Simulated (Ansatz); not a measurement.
PbF₂:
```yaml
crystal:
  lattice:
    - [0.00000, 2.97616, 2.97616]
    - [2.97616, 0.00000, 2.97616]
    - [2.97616, 2.97616, 0.00000]
  atoms:
    - { symbol: Pb, position: [0.00000, 0.00000, 0.00000] }
    - { symbol: F, position: [0.25000, 0.25000, 0.25000] }
    - { symbol: F, position: [0.75000, 0.75000, 0.75000] }
```

Relaxed with HSE06.

Q: Give the Bader charges and basin volumes of the independent atoms, DFT-HSE06 in the program Ansatz with PAW potentials.

A: 

| atom | Bader charge (e) | Bader volume (Å³) |
|---|---|---|
| Pb1 | +1.66 | 20.9 |
| F2 | -0.83 | 15.3 |

Space group Fm-3m (fluorite). The cell was relaxed with HSE06 under the symmetry of its start. Spin–orbit coupling is left out wherever it is not named.

Potentials: the later of the program's two PAW sets.
